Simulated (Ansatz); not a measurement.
A relaxed cell of Sc2AlN3 is given with its symmetry left out. The cell was found from a structure generator's guess, not taken from experiment.

These are results of DFT PBE, scalar-relativistic, plane waves, PAW (Ansatz 0.2.0), not measurements. Cutoff 420 eV, Γ-centred mesh, Gaussian smearing, collinear spin.

```
Sc Al N
1.0
     3.79286    0.00000    0.00000
     0.00000    3.79286    0.00000
     0.00000    0.00000    6.00921
Sc Al N
2 1 3
Direct
  0.00000 0.50000 0.00000
  0.50000 0.00000 0.00000
  0.50000 0.50000 0.50000
  0.50000 0.50000 0.19977
  0.50000 0.50000 0.80023
  0.00000 0.00000 0.50000
```

Energies over the elements count from the elements' standard structures at the same level (N₂ as a molecule), with no fitted energy shifts.

**Question.** What space group does it have?

**Answer.** P4/mmm (No. 123). Conventional cell: a = 3.793 Å, c = 6.009 Å. Sc has 4 N at 2.24 Å and 4 Sc at 2.68 Å; Al has 2 N at 1.80 Å and 4 N at 2.68 Å; around N on a site of symmetry 4mm lie 1 Al at 1.80 Å and 4 Sc at 2.24 Å; N on a site of symmetry 4/mmm has 4 Al at 2.68 Å.

**Question.** What is its formation energy per atom?

**Answer.** +0.05 eV/atom. A positive value: parting into the elements would lower its energy.

**Question.** Is it a metal?

**Answer.** Yes, bands cross the Fermi level on the 10×10×6 mesh.

**Question.** Which magnetic moments does it keep?

**Answer.** 0.19 μB per atom net, the space between the atoms included; by site: N 1.2 μB.

The last run used collinear spin, a 10×10×6 mesh (in the run's order of axes) for its 6-atom cell and Gaussian smearing of 0.10 eV. The magnetic state reached may not be the lowest. A structure relaxed within its symmetry needn't be a true minimum. Another cell of Sc2AlN3 relaxed alike but without spin, in P-3m1, lies 1.64 eV/atom lower, so this cell isn't the stable form at this level.
